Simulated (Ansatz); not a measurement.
Structures of Si2W: which is lowest?

Plane-wave DFT in Ansatz with scalar-relativistic PAW potentials, cutoff 420 eV, Γ-centred meshes chosen by cell and gap, Gaussian smearing with energies taken to zero width. Every cell was relaxed (cell and atoms) in a run of its own, within the symmetry of its start. Functional: PBEsol.

Relaxed structures (starts from databases or built by putting these elements on another compound's sites):
A. I4/mmm, 3 atoms in the computed cell, a = 3.203 Å, c = 7.816 Å; sites (symmetry × multiplicity) Si 4mm × 4, W 4/mmm × 2; start: database
B. P6_222, 9 atoms in the computed cell, a = 4.576 Å, c = 6.603 Å; sites (symmetry × multiplicity) Si ..2 × 6, W 222 × 3; start: database

**Question.** Rank them by energy. Could pressure change the order?

**Answer.**
```tsv
structure	group	E − E(lowest) (meV/atom)	V (Å³/atom)	gap on mesh (eV)
A	I4/mmm	0.0	13.36	0.00
B	P6_222	67	13.31	0.00
```

A is lowest, 67 meV/atom under B. The two lowest differ in volume by under 3 %, too little for a first-order estimate of what pressure does to that pair (other pairs aren't weighed here); with rigid cells even 3 % in favour of the higher one would need about 27 GPa. Other structures may lie lower than all of these, and vibrations aren't counted.

Spin-orbit coupling is left out, which matters for the bands of heavy elements.